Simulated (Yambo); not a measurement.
BSE-type run in Yambo on BeO (wurtzite, space group P6_3mc, No. 186), at zero momentum. LDA wavefunctions on a 6×6×4 mesh, a = b = 2.661 Å, c = 4.324 Å, α = β = 90.00°, γ = 120.00°.

Yambo input:
```
rim_cut
optics
bse
bss
dipoles
em1s
RandQpts= 1000000
RandGvec= 1 Ry
FFTGvecs= 40 Ry
Chimod= "HARTREE"
BSKmod= "SEX"
BSEmod= "resonant"
BSSmod= "hs"
BSENGexx= 15 Ry
BSENGBlk= 4 Ry
% KfnQP_E
 2.945 | 1.0 | 1.0 |
%
% BSEQptR
 1 | 1 |
%
% BSEBands
 6 | 12 |
%
% BEnRange
 0.0 | 17.4 | eV
%
% BDmRange
 0.15 | 0.15 | eV
%
BEnSteps= 348
% BLongDir
 1.0 | 0.0 | 0.0 |
%
BSHayTrs= -0.02
BSSNEig= 24
WRbsWF
% BndsRnXs
 3 | 19 |
%
NGsBlkXs= 4 Ry
% LongDrXs
 1.0 | 1.0 | 1.0 |
%
```

From the report:

The dimension is k points × valence × conduction bands = 144 × 5 × 2 = 1440.
```
   [SLEPC] Approach                          : Krylov-Schur
   [SLEPC] Number of requested eigenvalues   :  24
   [SLEPC] Number of eigenvalues        [NEV]:  24
    [K] Dimension                                    :  1440
    [K] Bands                                        :   6  12
    [K] Exchange res                                 : yes
    [K] Correlation res                              : yes
    [K] W interaction is bare                        : no
    [K] RL vectors exchange                          :  185
    [K] RL vectors correlation                       :   35
    [W] Matrix size                                  :   35
    [W] Bands                                        :   3  19
    [W] Coulomb Cutoff                               : none
    [W] Hxc Kernel                                   : HARTREE
```

Geometry relaxed with LDA.
